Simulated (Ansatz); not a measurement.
Relaxation of a randomly generated symmetric cell of Y (space group No. 19); 4 atoms in the cell, which starts as P2₁2₁2₁ (No. 19), oP4; a = 4.959 Å, b = 5.432 Å, c = 5.498 Å, α = 90.00°, β = 90.00°, γ = 90.00°. The numbers are results of r2SCAN (plane waves to 500 eV, PAW, scalar-relativistic; Ansatz, a program for electronic structure), not measurements. Γ-centred k-mesh 7×6×6 on the run's cell (coarser than for final values), Fermi–Dirac smearing 0.05 eV. This is the first round of the run. 

The optimiser's lines from the output (shortened; P is positive under compression):

```
relax step   1: F+E_penalty+E_count = -15434.85595458 eV  Δ(F+E_penalty+E_count) = +0.000e0 eV  max|allowed force component| = 1.104e0 eV/Å  Δτ_max = 0.0000 Å  P = -0.694 GPa  Ω = 148.099 Å³  (8 SCF iters, dr2 threshold 1.00e-7 eV, accepted)
relax step   2: F+E_penalty+E_count = -15436.34058402 eV  Δ(F+E_penalty+E_count) = -1.485e0 eV  max|allowed force component| = 9.835e-1 eV/Å  Δτ_max = 0.1949 Å  P = -0.711 GPa  Ω = 142.363 Å³  (8 SCF iters, dr2 threshold 4.00e-7 eV, accepted)
relax step   3: F+E_penalty+E_count = -15437.34144523 eV  Δ(F+E_penalty+E_count) = -1.001e0 eV  max|allowed force component| = 7.639e-1 eV/Å  Δτ_max = 0.1949 Å  P = -0.445 GPa  Ω = 138.231 Å³  (8 SCF iters, dr2 threshold 4.00e-7 eV, accepted)
relax step   4: F+E_penalty+E_count = -15438.00706051 eV  Δ(F+E_penalty+E_count) = -6.656e-1 eV  max|allowed force component| = 5.589e-1 eV/Å  Δτ_max = 0.1935 Å  P = -0.124 GPa  Ω = 134.890 Å³  (9 SCF iters, dr2 threshold 4.00e-7 eV, accepted)
relax step   5: F+E_penalty+E_count = -15438.37715470 eV  Δ(F+E_penalty+E_count) = -3.701e-1 eV  max|allowed force component| = 1.750e-1 eV/Å  Δτ_max = 0.1952 Å  P = +0.185 GPa  Ω = 133.075 Å³  (9 SCF iters, dr2 threshold 4.00e-7 eV, accepted)
relax step   6: F+E_penalty+E_count = -15438.55606014 eV  Δ(F+E_penalty+E_count) = -1.789e-1 eV  max|allowed force component| = 1.653e-1 eV/Å  Δτ_max = 0.0843 Å  P = +0.305 GPa  Ω = 132.673 Å³  (7 SCF iters, dr2 threshold 4.00e-7 eV, accepted)
relax step   7: F+E_penalty+E_count = -15438.78616171 eV  Δ(F+E_penalty+E_count) = -2.301e-1 eV  max|allowed force component| = 1.063e-1 eV/Å  Δτ_max = 0.1507 Å  P = -0.164 GPa  Ω = 134.424 Å³  (8 SCF iters, dr2 threshold 4.00e-7 eV, accepted)
relax step   8: F+E_penalty+E_count = -15438.85719656 eV  Δ(F+E_penalty+E_count) = -7.103e-2 eV  max|allowed force component| = 1.475e-2 eV/Å  Δτ_max = 0.0889 Å  P = -0.187 GPa  Ω = 134.427 Å³  (8 SCF iters, dr2 threshold 4.00e-7 eV, accepted)
relax step   9: F+E_penalty+E_count = -15438.85990187 eV  Δ(F+E_penalty+E_count) = -2.705e-3 eV  max|allowed force component| = 4.376e-4 eV/Å  Δτ_max = 0.0123 Å  P = -0.040 GPa  Ω = 133.868 Å³  (5 SCF iters, dr2 threshold 4.00e-7 eV, accepted)
relax step  10: F+E_penalty+E_count = -15438.85993748 eV  Δ(F+E_penalty+E_count) = -3.561e-5 eV  max|allowed force component| = 3.826e-4 eV/Å  Δτ_max = 0.0006 Å  P = -0.002 GPa  Ω = 133.742 Å³  (4 SCF iters, dr2 threshold 5.58e-9 eV, accepted)
relax step  11: F+E_penalty+E_count = -15438.86218569 eV  Δ(F+E_penalty+E_count) = -2.248e-3 eV  max|allowed force component| = 3.897e-4 eV/Å  Δτ_max = 0.0000 Å  P = -0.002 GPa  Ω = 133.742 Å³  stress off target by 1.84e-2 GPa  SCF on the basis re-selected at this cell (its energy is not comparable with the rows above)  (7 SCF iters)
```

From the first to the last row the energy changes by -1.00 eV/atom and the volume by -9.7 %. The last row is marked as not comparable with the walk above it, whose basis was carried along; it does compare with step 1, since both stand on a basis selected at the nominal cutoff for their own cell.

Later rounds, restarted from the end of this one on a renewed k-mesh, logged 7 more steps and released under 0.01 eV/atom more. The final structure after all rounds: P6₃/mmc (No. 194), hP2, hcp (Mg type); a = b = 3.683 Å, c = 5.697 Å, α = β = 90.00°, γ = 120.00°. Between re-selections the logged energies stand on a plane-wave basis carried along with the cell. No spin polarisation in the result.

The run could not lose the symmetry of its start.
